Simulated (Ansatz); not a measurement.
**Structure types of V compared at 750 GPa**

Structure types of V are relaxed in primitive cells with their symmetry kept at 750 GPa, first on PAW files, then by LAPW. The enthalpy is E + pV at zero temperature, without zero-point motion. Only the types listed were tried, and differences under about 5 meV/atom are mesh noise. Not among the end structures: fcc, which may lie lower.

Computed with Ansatz 0.2.0; functional PBEsol, scalar-relativistic. Settings: Fermi–Dirac smearing of 0.08 eV, no spin polarisation. Methods: LAPW: all electrons, basis error target 0.5 meV/atom; PAW: frozen-core files, cutoff 420 eV.

k meshes: bcc 24×24×24, hcp 22×22×12, omega 12×12×16, simple hexagonal 23×23×21, beta tin 23×23×23.

The PAW files were made under PBE.

Task: Order the types by LAPW enthalpy, lowest first.
A. bcc
B. hcp
C. simple hexagonal
D. beta tin
E. omega

Result: A (0 meV/atom), E (632 meV/atom), B (714 meV/atom), D (1120 meV/atom), C (1489 meV/atom).

```json
{"start type": "bcc", "ends as": "bcc, Im-3m", "a, b, c (Å)": "2.224, 2.224, 2.224", "V (Å³/atom)": "5.50", "H − H(lowest), LAPW (meV/atom)": "0.0", "same, PAW": "0.0"}
{"start type": "hcp", "ends as": "hcp, P6_3/mmc", "a, b, c (Å)": "1.930, 1.930, 3.398", "V (Å³/atom)": "5.48", "H − H(lowest), LAPW (meV/atom)": "714.3", "same, PAW": "707.9"}
{"start type": "omega", "ends as": "omega, P6/mmm", "a, b, c (Å)": "3.259, 3.259, 1.810", "V (Å³/atom)": "5.55", "H − H(lowest), LAPW (meV/atom)": "631.6", "same, PAW": "626.5"}
{"start type": "simple hexagonal", "ends as": "simple hexagonal, P6/mmm", "a, b, c (Å)": "1.903, 1.903, 1.806", "V (Å³/atom)": "5.67", "H − H(lowest), LAPW (meV/atom)": "1489.3", "same, PAW": "1479.8"}
{"start type": "beta tin", "ends as": "beta tin, I4_1/amd", "a, b, c (Å)": "3.430, 3.430, 1.927", "V (Å³/atom)": "5.67", "H − H(lowest), LAPW (meV/atom)": "1120.5", "same, PAW": "1094.1"}
```

Task: Split the lead of bcc over omega into energy and pV.

Result: For omega less bcc: ΔE = +381.9 meV/atom, and p·ΔV = 750 GPa × +0.0533 Å³ × 6.242 meV/(GPa·Å³) = +249.7 meV/atom, together 631.6 meV/atom. bcc wins on both counts.
